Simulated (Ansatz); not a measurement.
Crystals of one structure type (CsCl type) and one family of elements, relaxed and computed with DFT-PBE in the program Ansatz with PAW potentials.

```csv
crystal,V (Å³/atom),B₀ by P(V) fit (GPa)
SnC,14.95,?
SiGe,17.03,73.1
SiSn,21.37,62.3
SnGe,23.55,54.8
```

Problem. Fit a straight line to ln B₀ against ln V and predict the withheld value.

Solution. Least squares on the 3 shown rows: ln B₀ = -0.86 × ln V + (6.739), with a scatter of 2 %. For SnC this gives 82.5. The run itself gave 92.2, outside the scatter: the line misses something about this case.

Constructed cells (a structure type filled with these elements, in neither database checked): SnC, CsCl type; SiGe, CsCl type; SiSn, CsCl type; SnGe, CsCl type. All cells were relaxed under the symmetry of their starts (and spin orders); stability against distortions was not tested throughout. Spin–orbit coupling is left out wherever it is not named.

Potentials: the earlier of the program's two PAW sets.
